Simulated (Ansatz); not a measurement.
NaH (rock salt, Fm-3m), DFT-r²SCAN in the program Ansatz with PAW potentials: ε∞ = 2.88, cell volume 27.56 Å³. Infrared-active transverse modes:

```json
[
 {"ω_TO (cm⁻¹)": "540.7", "oscillator strength S_xx (e²/amu)": "0.9316"}
]
```

Question: Compute the static dielectric constant.

Answer: Each mode adds (4.921e7/V) S/ω²: 5.69. So ε0 = 8.57.

Question: What LO frequency does the Lyddane–Sachs–Teller relation give?

Answer: ω_LO = ω_TO √(ε0/ε∞) = 933 cm⁻¹.

Symmetry was held in the r²SCAN relaxation; phonons on a q-mesh show no instability.

Potentials: the later of the program's two PAW sets.
